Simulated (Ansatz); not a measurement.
Kick test of a cell of MgSnN

The structure comes from a generated guess, relaxed at this level; another structure or a mixture of phases may lie lower.

All numbers below come from DFT PBE, scalar-relativistic, plane waves, PAW in Ansatz 0.2.0. Plane waves to 420 eV, a k mesh through Γ of 14×14×10 on the computed 3-atom cell and Gaussian smearing (0.10 eV); no spin polarisation.

The cell below (3 atoms, space group P4/mmm (No. 123)) is relaxed within its symmetry.

```xyz
3
Lattice="3.1185 0.0000 0.0000 0.0000 3.1185 0.0000 0.0000 0.0000 4.7924" Properties=species:S:1:pos:R:3 pbc="T T T"
Mg    0.0000    0.0000    0.0000
Sn    1.5592    1.5592    2.3962
N     1.5592    1.5592    0.0000
```

For the test a repeat of it with 6 atoms (edges 3.12, 4.79, 6.24 Å) was strained at random (σ = 1.5 % a component), the atoms were moved at random (σ = 0.05 Å), and all was relaxed again on a coarse 8×4×4 mesh (in the run’s order of axes) with 0.20 eV smearing, with no symmetry imposed.

An odd number of electrons in the primitive cell allows no gap without spin; a larger cell or a magnetic state could open one.

Question: What happens?

Answer: It returns, within 1 meV/atom of the unmoved cell on that mesh and with the same symmetry when read at 0.1 Å. So it is stable against the distortions that fit this cell and that this random move excites. Modes that don't fit the cell aren't tested.
